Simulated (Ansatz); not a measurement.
Y:
```
Y
1.0
    0.00000     2.55069     2.55069
    2.55069     0.00000     2.55069
    2.55069     2.55069     0.00000
Y
1
Cartesian
  0.00000   0.00000   0.00000
```

Relaxed with r²SCAN.

### Question
List the phonon frequencies at the special points (DFPT on a 4×4×4 q-mesh, Fourier-interpolated; the program Ansatz at the r²SCAN level (PAW)).

### Answer
In cm⁻¹.

```tsv
q	frequencies
Γ	0 0 0
X	131 133 133
U	107 118 124
K	107 118 124
L	61 61 132
W	90 126 126
```

Space group Fm-3m (fcc (Cu type)). The workflow started from a Materials Project entry (that database holds measured and hypothetical structures alike); the Crystallography Open Database files this formula in space group No. 225, but the cells were not matched. It is not the phase usual at ambient conditions (space group No. 194). The cell was relaxed with r²SCAN under the symmetry of its start; whether a distortion lowers the energy is not shown. No spin polarisation was allowed. As this level gives no gap, phonon frequencies hold no LO–TO term and depend on the k-mesh and smearing (Fermi–Dirac, 0.1 eV here).

Potentials: the earlier of the program's two PAW sets. The files were generated under PBE; for other functionals the program regenerates the frozen cores, and for LDA and PBEsol the local potential too.
